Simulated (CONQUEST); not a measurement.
A self-consistent single point of Zn3CdSe4 (Amm2, 16 atoms in the cell; from Materials Project mp-1215531, changed as shown) with CONQUEST.

Level of theory: PBEsol, numerical atomic orbitals double-zeta with polarisation (the shipped basis), PseudoDojo norm-conserving potentials made for PBEsol run with CONQUEST 1.3.

The change in words: lattice vector a scaled by 1.02. Reference geometry (Amm2):
```yaml
crystal:
  lattice:
    - [4.13955, 0.00000, 0.00000]
    - [0.00000, 8.28711, 0.00000]
    - [0.00000, 0.00000, 11.72734]
  atoms:
    - { symbol: Zn, position: [0.00000, 0.50000, 0.49982] }
    - { symbol: Zn, position: [0.50000, 0.74922, 0.24987] }
    - { symbol: Zn, position: [0.50000, 0.25078, 0.24987] }
    - { symbol: Zn, position: [0.00000, 0.00000, 0.99982] }
    - { symbol: Zn, position: [0.50000, 0.24922, 0.74987] }
    - { symbol: Zn, position: [0.50000, 0.75078, 0.74987] }
    - { symbol: Cd, position: [0.00000, 0.50000, 0.00114] }
    - { symbol: Cd, position: [0.00000, 0.00000, 0.50114] }
    - { symbol: Se, position: [0.50000, 0.50000, 0.86324] }
    - { symbol: Se, position: [0.00000, 0.23918, 0.13064] }
    - { symbol: Se, position: [0.00000, 0.76082, 0.13064] }
    - { symbol: Se, position: [0.50000, 0.50000, 0.37477] }
    - { symbol: Se, position: [0.50000, 0.00000, 0.36324] }
    - { symbol: Se, position: [0.00000, 0.73918, 0.63064] }
    - { symbol: Se, position: [0.00000, 0.26082, 0.63064] }
    - { symbol: Se, position: [0.50000, 0.00000, 0.87477] }
```

Reference input (self-consistent single point, DFT, PBEsol, numerical atomic orbitals double-zeta with polarisation (the shipped basis), PseudoDojo norm-conserving potentials made for PBEsol): basis = DZP; Diag.MPMeshX, Y, Z = 3 2 1; potentials = PseudoDojo norm-conserving PBEsol; Grid.GridCutoff = 140 Ha; DM.SolutionMethod = diagon; Diag.kT = 0.000367 Ha; Diag.GammaCentred = true; minE.SCTolerance = 1.0e-07; SC.MaxIters = 100; SC.LinearMixingFactor = 0.5; SC.KerkerPreCondition = true; SC.KerkerFactor = 0.1 1/bohr. This run's input differs from it in these lines:

```diff
@@ -32,3 +32,3 @@
 # file: Zn3CdSe4.in
-     7.822615779      0.000000000      0.000000000
+     7.979068095      0.000000000      0.000000000
      0.000000000     15.660368265      0.000000000
@@ -37,17 +37,17 @@
     0.000000000     7.830184132    11.076741322  1 T T T
-    3.911307890    11.733061111     5.537484203  1 T T T
-    3.911307890     3.927307153     5.537484203  1 T T T
+    3.989534047    11.733061111     5.537484203  1 T T T
+    3.989534047     3.927307153     5.537484203  1 T T T
     0.000000000     0.000000000    22.157471707  1 T T T
-    3.911307890     3.902876979    16.618214588  1 T T T
-    3.911307890    11.757491286    16.618214588  1 T T T
+    3.989534047     3.902876979    16.618214588  1 T T T
+    3.989534047    11.757491286    16.618214588  1 T T T
     0.000000000     7.830184132     0.025264065  2 T T T
     0.000000000     0.000000000    11.105994450  2 T T T
-    3.911307890     7.830184132    19.130659395  3 T T T
+    3.989534047     7.830184132    19.130659395  3 T T T
     0.000000000     3.745646882     2.895173235  3 T T T
     0.000000000    11.914721383     2.895173235  3 T T T
-    3.911307890     7.830184132     8.305450653  3 T T T
-    3.911307890     0.000000000     8.049929010  3 T T T
+    3.989534047     7.830184132     8.305450653  3 T T T
+    3.989534047     0.000000000     8.049929010  3 T T T
     0.000000000    11.575831014    13.975903620  3 T T T
     0.000000000     4.084537251    13.975903620  3 T T T
-    3.911307890     0.000000000    19.386181038  3 T T T
+    3.989534047     0.000000000    19.386181038  3 T T T
```

Output (repeated stretches shortened):

```
    new_SC_potl: Starting.  Tolerance:  0.10000E-06

    PulayMixSC: Starting Pulay mixing, A_up =  0.500 A_dn =  0.500
    PulayMixSC: Spin non-polarised calculation.
    PulayMixSC: with Kerker preconditioning, q0 =  0.100
          Harris-Foulkes Energy            :    -70015.892879070495837 eV
          (TS=0 as O(N) or entropic contribution is negligible)
          DFT Total Energy                 :    -70008.903948997947737 eV
          Total number of electrons        :       287.999999999991530
    PulayMixSC: Pulay iteration     1 residual:              0.67894E-03
   [... lines left out ...]
          (TS=0 as O(N) or entropic contribution is negligible)
          DFT Total Energy                 :    -70012.705269249097910 eV
          Total number of electrons        :       288.000201484868455
    PulayMixSC: Pulay iteration     7 residual:              0.21308E-06
          Harris-Foulkes Energy            :    -70012.705269419937395 eV
          (TS=0 as O(N) or entropic contribution is negligible)
          DFT Total Energy                 :    -70012.705269389654859 eV
          Total number of electrons        :       288.000201490968209
    PulayMixSC: Pulay iteration     8 residual:              0.68873E-07
    PulayMixSC: Reached SCF tolerance of  0.68873E-07 after      8 iterations
      | Number of electrons      =       288.000201
      |* band energy as 2Tr[K.H] =    -11595.168189625375817 eV
      |  screened ion-ion energy =    -57445.685956738372624 eV
      |  Ha correction           =       251.331412415906954 eV
      |  XC correction           =     -1223.182595741389832 eV
      |* Harris-Foulkes energy   =    -70012.705269419937395 eV
      |* DFT total energy        =    -70012.705269389654859 eV
      |  estimated accuracy      =        -0.000000030292300 eV

    force: Forces on atoms (eV/a0)
    force:  Atom   X              Y              Z
    force:     1  -0.0000000314   0.0000000373  -0.0317974667
    force:     2  -0.0000000180  -0.0384312571  -0.0318748037
   [... lines left out ...]
    force: Maximum force :        0.09380498(eV/a0) on atom         9 in z direction
   [... lines left out ...]
    force: Force Residual:        0.05082369 eV/a0
    force: Total stress:          2.80044335     0.00000008     0.00000000 GPa
                            -0.00000002     1.73152389    -0.00000000
                             0.00000000    -0.00000000     2.64820098
    force: Average pressure:     -2.39338941 GPa

    force: Finished force
    get_E_and_F: Change in energy during last step of electronic optimisation: -0.14060E-07
```

The run converged in 8 iterations. CONQUEST prints the stress tensor with tension positive. Against the reference run the free energy goes up by 6.1 meV/atom and the pressure goes from -1.47 to -2.39 GPa.

The program uses no crystal symmetry, so grid and mesh can part values that symmetry would make equal. The atom-centred basis is finite, which shifts total energies, pressures and forces against plane waves. The structure comes from a collection of computed structures, made at another level of theory; the collection holds predicted forms beside known ones.

Cost on one core: very roughly 80 core-seconds.
